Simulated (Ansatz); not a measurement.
TeO2:
Space group Aea2 (No. 41); a = 6.0433 Å, b = 5.6755 Å, c = 5.0143 Å, α = β = γ = 90.00°

```
atom  site  symmetry       x       y       z
----  ----  --------  ------  ------  ------
Te      4a       ..2  0.0000  0.0000  0.9066
O       8b         1  0.1554  0.1743  0.1692
```
(The calculation used a cell of 6 atoms; values per cell refer to that cell.)

Relaxed at zero pressure with plane-wave PAW r²SCAN+D4 (Ansatz code).

Q: The volume is raised by 6 % and shape and atoms relax at that volume. What pressure results, and how do the axes share the change?

A: -2.0 GPa; a 0.4 %, b 0.6 %, c 4.9 %; the energy rises by 6 meV/atom.

Q: Give the new structure.

A: 
Space group Aea2 (No. 41); a = 6.070 Å, b = 5.709 Å, c = 5.261 Å, α = β = γ = 90.00°

```json
[
 {"atom": "Te", "site": "4a", "symmetry": "..2", "x": "0.0000", "y": "0.0000", "z": "0.9228"},
 {"atom": "O", "site": "8b", "symmetry": "1", "x": "0.1570", "y": "0.1776", "z": "0.1611"}
]
```

The phase is kept; no other phase was compared at this pressure.

The start of the workflow was typed in or built on a structure type; neither database checked (COD, Materials Project) lists it. COD files the formula under space group No. 19, 61, 92, 136. Whether it is the stable phase at ambient conditions was not checked. The r²SCAN+D4 relaxation kept the symmetry of its start; whether a distortion lowers the energy is not shown. The volume moved by -58 % from the start of the relaxation. Scalar-relativistic: spin–orbit coupling is off unless named, which matters more the heavier the elements.

Potentials: the later of the program's two PAW sets.
